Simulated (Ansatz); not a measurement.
Consider the following.

ZnS:
```
CELL_PARAMETERS angstrom
      3.56502     0.00000     0.00000
     -1.78251     3.08740     0.00000
      0.00000     0.00000     5.81645
ATOMIC_POSITIONS crystal
  Zn 0.00000 0.00000 0.00000
  Zn 0.00000 0.00000 0.50000
  S  0.33333 0.66667 0.25000
  S  0.66667 0.33333 0.75000
```

This is the PBEsol-relaxed structure. Cartesian axes are those of the cell as given.

### Question
All from the program Ansatz at the PBEsol level (PAW), unless another level is named. Estimate the bulk modulus (Birch–Murnaghan fit).

### Answer
985 kbar.

### Question
Give the highest zone-centre frequency (without LO–TO term).

### Answer
292 cm^-1.

### Question
What about the elastic constants (relaxed ions, GPa)?

### Answer
C11 = 142, C12 = 85.0, C13 = 63.6, C33 = 182, C44 = 1.9.

Space group P6_3/mmc (NiAs type). The start of the workflow was typed in or built on a structure type; neither database checked (COD, Materials Project) lists it. It is not the phase usual at ambient conditions (space group No. 186, 216). The cell was relaxed with PBEsol under the symmetry of its start; phonons on a q-mesh show weakly imaginary modes.

Potentials: the later of the program's two PAW sets.
